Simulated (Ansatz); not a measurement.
A: MoSi₂ (MoSi2 type, space group I4/mmm), a = b = 3.2017 Å, c = 7.8186 Å, α = β = γ = 90.00°
B: CdS (wurtzite), a = 4.164 Å, b = 4.164 Å, c = 6.767 Å, α = 90.00°, β = 90.00°, γ = 120.00°
C: CoSn (CoSn type, space group P6/mmm), a = b = 5.2416 Å, c = 4.1879 Å, α = β = 90.00°, γ = 120.00°
D: GaCuSe2 (chalcopyrite), a = b = 5.6083 Å, c = 11.0975 Å, α = β = γ = 90.00°
E: Tl (hcp, Mg type), a = b = 3.520 Å, c = 5.602 Å, α = β = 90.00°, γ = 120.00°

Scan: energy against volume (even scaling of the relaxed cell, symmetry kept). One method and one kind of scan serve all of them; meshes and ranges differ. All were relaxed with their symmetry unable to fall. CoSn is run without spin polarisation. GaCuSe2 is run without spin polarisation. MoSi2 is run without spin polarisation. Spin-orbit coupling is left out.

Q: Put the candidates in order of bulk modulus at fixed cell shape (fitted), highest first, for r2SCAN (plane waves to 500 eV, PAW, scalar-relativistic; Ansatz, a program for electronic structure).

A: A (219 GPa), C (143 GPa), D (69.5 GPa), B (60.3 GPa), E (31.9 GPa)

(A scan under strain: stresses follow from slopes of the energy per volume, elastic moduli from its curvatures.)
